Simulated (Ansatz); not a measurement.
CuI (zinc blende)

```xyz
4
Lattice="0.0000 6.0230 6.0230 3.0115 0.0000 3.0115 3.0115 3.0115 0.0000" Properties=species:S:1:pos:R:3 pbc="T T T"
I      4.5173     4.5173     4.5173
I      4.5173     7.5288     7.5288
Cu     0.0000     0.0000     0.0000
Cu     0.0000     3.0115     3.0115
```

In this cell atom 2 (I, nearest neighbour Cu at 2.608 Å; its periodic images, 4.3 Å or more away, move with it) is moved by u·(0.707, 0.707, 0.000) + v·(0.000, 0.000, 1.000); the rest is frozen.

The numbers are results of r2SCAN (plane waves to 500 eV, PAW, scalar-relativistic; Ansatz, an electronic-structure program), not measurements. k mesh 4×8×8 (Γ-centred), Fermi-Dirac smearing 0.05 eV. The energy includes the smearing's −TS. Points where atoms come too close for the PAW data are left out (x in tables, blank in figures). CuI is run without spin polarisation. CuI was relaxed with its symmetry unable to fall. Spin-orbit coupling is left out, though I is heavy.

Changes of ΔE (eV/cell) from the point u = 0.000 Å, v = 0.000 Å when one coordinate moves alone (two changes are said to add if the coupling is within 5 % of the smaller one, nearly so within 20 %):

```json
[
 {"point": "u = 0.000 Å, v = -0.650 Å", "change": "0.8500"},
 {"point": "u = 0.000 Å, v = -0.433 Å", "change": "0.3820"},
 {"point": "u = 0.000 Å, v = -0.217 Å", "change": "0.0951"},
 {"point": "u = -0.650 Å, v = 0.000 Å", "change": "1.0331"},
 {"point": "u = -0.433 Å, v = 0.000 Å", "change": "0.3785"},
 {"point": "u = -0.217 Å, v = 0.000 Å", "change": "0.0820"},
 {"point": "u = 0.217 Å, v = 0.000 Å", "change": "0.0820"},
 {"point": "u = 0.433 Å, v = 0.000 Å", "change": "0.3785"},
 {"point": "u = 0.650 Å, v = 0.000 Å", "change": "1.0331"},
 {"point": "u = 0.000 Å, v = 0.217 Å", "change": "0.0943"},
 {"point": "u = 0.000 Å, v = 0.433 Å", "change": "0.3780"},
 {"point": "u = 0.000 Å, v = 0.650 Å", "change": "0.8468"}
]
```

Task: Do the two effects add at u = 0.433 Å, v = 0.217 Å? Give the computed change.

Result: The sum of the single changes is 0.3785 + (0.0943) = 0.4728; the calculation gives 0.8917, so the coupling contributes 0.4189 (over 20 % of the smaller single change, not additive).

Task: Do the two effects add at u = -0.650 Å, v = -0.433 Å? Give the computed change.

Result: The sum of the single changes is 1.0331 + (0.3820) = 1.4151; the calculation gives 0.4067, so the coupling contributes -1.0084 (over 20 % of the smaller single change, not additive).

Task: What is the change at u = -0.217 Å, v = 0.650 Å, where both move, and how far is it from the sum?

Result: The sum of the single changes is 0.0820 + (0.8468) = 0.9288; the calculation gives 1.3676, so the coupling contributes 0.4388 (over 20 % of the smaller single change, not additive).

(For displaced atoms, the force is minus the slope of the energy, and its curvature is a force constant, which sets phonon frequencies.)
